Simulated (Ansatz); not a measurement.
## Every step of a relaxation of Ga (bcc type)

DFT, LDA, PAW with Ansatz's default frozen-core files, scalar-relativistic (Ansatz 0.2.0); a Γ-centred 17×17×17 k mesh, Fermi–Dirac smearing of 0.08 eV, no spin polarisation. The run relaxes cell and atoms at a target pressure of 0 GPa.

Command: `ansatz run input.yaml --threads 1 --pin off --max-ram 3584MiB --backend cpu --events-out ev --progress --plain --runs-dir out` It took 3.2 s on 1 thread of Intel(R) Xeon(R) 6975P-C (Granite Rapids) (shared host), peak memory 0.37 GiB.

PAW: frozen-core files, cutoff 420 eV; forces are relaxed below 0.005 eV/Å.

Each step lists its free energy a cell above the last geometry, the pressure, the cell vectors (Å), and Cartesian positions (Å) with forces (eV/Å).

The first step:

```
step 1  dF = 25.24 meV  P = -4.55 GPa
  cell -1.6810 1.6810 1.6810  1.6810 -1.6810 1.6810  1.6810 1.6810 -1.6810
  Ga 0.0000 0.0000 0.0000   0.0000 0.0000 0.0000
```

The PAW files were made under PBE.

The symmetry of the start is kept and no stability test is made, so the end need not be the stable phase.

**Question.** Where does the relaxation end, and by which steps?

**Answer.** After 3 geometries, with conventional a, b, c = 3.265, 3.265, 3.265 Å, at 17.405 Å³/atom (-8.39 % against the start) in space group Im-3m, with a shortest distance of 2.828 Å. The further steps:
```
step 2  dF = 0.03 meV  P = 0.22 GPa
  cell -1.6304 1.6304 1.6304  1.6304 -1.6304 1.6304  1.6304 1.6304 -1.6304
  Ga 0.0000 0.0000 0.0000   0.0000 0.0000 0.0000
step 3  dF = 0.00 meV  P = -0.04 GPa
  cell -1.6326 1.6326 1.6326  1.6326 -1.6326 1.6326  1.6326 1.6326 -1.6326
  Ga 0.0000 0.0000 0.0000   0.0000 0.0000 0.0000
step 4  dF = 0.28 meV  P = -0.04 GPa  (same geometry on a basis chosen anew; earlier energies don't compare to the last digit)
  cell -1.6326 1.6326 1.6326  1.6326 -1.6326 1.6326  1.6326 1.6326 -1.6326
  Ga 0.0000 0.0000 0.0000   0.0000 0.0000 0.0000
```
